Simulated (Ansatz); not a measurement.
LaSiNi4 in space group Cmmm (No. 65; La on 2a, Si on 2c, Ni on 4i, Ni on 4f), the program Ansatz at the PBE level (PAW), all energies at zero smearing, with the estimated change up to a 700 eV cutoff added, with one set of potentials and settings (totals compare only within such a set). Cell of 6 atoms (1 La, 1 Si, 4 Ni): -30248.017 eV.

```tsv
element	reference phase	E (eV/atom)
La	P6_3/mmc, 4 atoms in the cell	-6250.0953
Si	Fd-3m, 2 atoms in the cell	-635.8096
Ni	Fm-3m, 1 atoms in the cell, spin-polarised	-5839.7239
```

Formation energy per atom, worked out: (-30248.017 − 1×(-6250.0953) − 1×(-635.8096) − 4×(-5839.7239))/6 = -0.536 eV/atom (-52 kJ per mol of atoms), at 0 K, without zero-point energy or fitted corrections.

The first step of the workflow began from a Materials Project structure, measured or hypothetical; the Crystallography Open Database copy checked does not list it. Whether it is the stable phase at ambient conditions was not checked. The cell was relaxed with PBE under the symmetry of its start; whether a distortion lowers the energy is not shown. The run is not spin-polarised. The references are the lowest solids computed at this level, not always the standard phases. Spin–orbit coupling is left out wherever it is not named.

Potentials: the later of the program's two PAW sets.
